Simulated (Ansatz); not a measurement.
Relaxing a structure of TiC

The start is a generated trial cell of TiC in the FeB structure type. A full variable-cell relaxation at zero pressure is run with PBE (plane waves to 420 eV, PAW, scalar-relativistic; Ansatz, an electronic-structure program). First-step values are on the input's coarse k-mesh.

Ansatz input (later rounds restart from its end on a renewed k-mesh):
Ansatz 0.2 input:
```yaml
crystal:
  lattice:
    - [5.920952, 0, 0]
    - [0, 3.174473, 0]
    - [0, 0, 4.367051]
  atoms:
    - { symbol: Ti, position: [0.18, 0.25, 0.125] }
    - { symbol: Ti, position: [0.32, 0.75, 0.625] }
    - { symbol: Ti, position: [0.82, 0.75, 0.875] }
    - { symbol: Ti, position: [0.68, 0.25, 0.375] }
    - { symbol: C, position: [0.036, 0.25, 0.61] }
    - { symbol: C, position: [0.464, 0.75, 0.11] }
    - { symbol: C, position: [0.964, 0.75, 0.39] }
    - { symbol: C, position: [0.536, 0.25, 0.89] }
basis: { ecutwfc: 420, ecutrho_ratio: 4, xc_grid: 2, fft_grid_basis: typed }
kpoints: { mp_grid: { grid: [4, 7, 5] } }
hamiltonian:
  xc: pbe
  dispersion: none
  pseudopotentials: { azcp: { folder: ./paw }, kind: paw }
scf: { occupations: { method: fermi_dirac, width: 0.05 } }
relax: { f_tol: 0.01, max_steps: 100, cell: { stress_tol: 0.02 } }
output: { forces: true, stress: true }
```

Q: How large is the pressure on the unrelaxed cell, and of which sign?

A: -18 GPa (negative: the cell is under tension).

Q: What is the largest force in the starting geometry, and on which atom (counted from 1)?

A: About 0.9 eV/Å, on C5, C6, C7, C8 (atoms numbered as listed).

Q: Does the structure survive the relaxation? Give the final space group.

A: The space group goes from Pnma (No. 62) to Fm-3m (No. 225); the end is rock salt type, with 2 atoms in the primitive cell.

Q: By how much does the energy per atom fall from start to end?

A: 0.62 eV/atom.

Q: How does the volume change?

A: -0.9 %, from 10.26 to 10.17 Å³/atom.

Q: Is the relaxed structure metallic? Give its gap.

A: Zero (metallic).

Q: Write out the relaxed structure.

A: 
Space group Fm-3m (No. 225); a = 4.3326 Å, b = 4.3326 Å, c = 4.3326 Å, α = 90.00°, β = 90.00°, γ = 90.00°

| atom | site | symmetry | x | y | z |
|---|---|---|---|---|---|
| Ti | 4b | m-3m | 0.5000 | 0.5000 | 0.5000 |
| C | 4a | m-3m | 0.0000 | 0.0000 | 0.0000 |
(The calculation used a cell of 2 atoms; values per cell refer to that cell.)

Final values are on a 18×18×18 k-mesh of the relaxed cell. No spin polarisation in the result.

The run could not lose the symmetry of its start; a randomly shaken copy of 4 atoms returns to this structure.
